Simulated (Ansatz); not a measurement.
The start is a relaxed W cell, doubled along one cell vector, shaken by Gaussian noise of σ = 0.08 Å a coordinate. Cell shape, volume and atoms are optimised at zero target pressure with r2SCAN (plane waves to 500 eV, PAW, scalar-relativistic; Ansatz, a quantum-chemistry and plane-wave program). First-step values are on the input's coarse k-mesh.

Ansatz input (later rounds restart from its end on a renewed k-mesh):
Ansatz 0.2 input:
```yaml
crystal:
  lattice:
    - [2.7652284975, 0, 0]
    - [-1.3826142487, 2.3947581261, 0]
    - [0, 0, 19.6576081808]
  atoms:
    - { symbol: W, position: [0.0042056128, -0.0212836508, 0.0014739508] }
    - { symbol: W, position: [-0.0516758391, -0.0412193837, 0.4968529344] }
    - { symbol: W, position: [-0.011877956, -0.0182839342, 0.2454618734] }
    - { symbol: W, position: [0.0165026587, -0.0132801997, 0.7495466567] }
    - { symbol: W, position: [0.2950805944, 0.6635066184, 0.1178776791] }
    - { symbol: W, position: [0.3341467244, 0.6793307046, 0.6207816276] }
    - { symbol: W, position: [0.7164319767, 0.3588115947, 0.3694484387] }
    - { symbol: W, position: [0.6749730674, 0.355868232, 0.8736478115] }
basis: { ecutwfc: 500, ecutrho_ratio: 4, xc_grid: 4, fft_grid_basis: typed }
kpoints: { mp_grid: { grid: [13, 13, 2] } }
hamiltonian:
  xc: r2scan
  dispersion: none
  pseudopotentials: { azcp: { folder: ./paw }, kind: paw }
scf: { occupations: { method: fermi_dirac, width: 0.05 } }
relax: { f_tol: 0.01, max_steps: 100, cell: { stress_tol: 0.02 } }
output: { forces: true, stress: true }
```

Problem. How does the volume per atom move from start to end?

Solution. -2.1 %, from 16.27 to 15.93 Å³/atom.

Problem. Does it find its way back to the structure it was made from?

Solution. It does not go back: it reaches Im-3m (No. 229), bcc (W type), 0.55 eV/atom below the parent.

Problem. What band gap does the relaxed structure have at this level?

Solution. No gap (metallic).

Problem. Give the final cell and atomic positions.

Solution. 
```cif
data_W2
_chemical_formula_sum 'W2'
_space_group_name_H-M_alt 'Im-3m'
_space_group_IT_number 229
_space_group_name_Hall '-I 4 2 3'
_cell_length_a 3.16984
_cell_length_b 3.16984
_cell_length_c 3.16984
_cell_angle_alpha 90.000
_cell_angle_beta 90.000
_cell_angle_gamma 90.000
loop_
_atom_site_label
_atom_site_type_symbol
_atom_site_symmetry_multiplicity
_atom_site_Wyckoff_symbol
_atom_site_fract_x
_atom_site_fract_y
_atom_site_fract_z
_atom_site_occupancy
W1 W 2 a 0.00000 0.00000 0.00000 1
```
(The calculation used a cell of 1 atom; values per cell refer to that cell.)

Final values are on a 21×21×21 k-mesh of the relaxed cell. No spin polarisation in the result.

Of the parent cell (P6₃/mmc (No. 194)): it is a generated cell of W: the first start was made by placing the elements on the sites of a structure type, and the end was not matched to a known phase here, so it may be hypothetical. Known forms of W include space group No. 229.
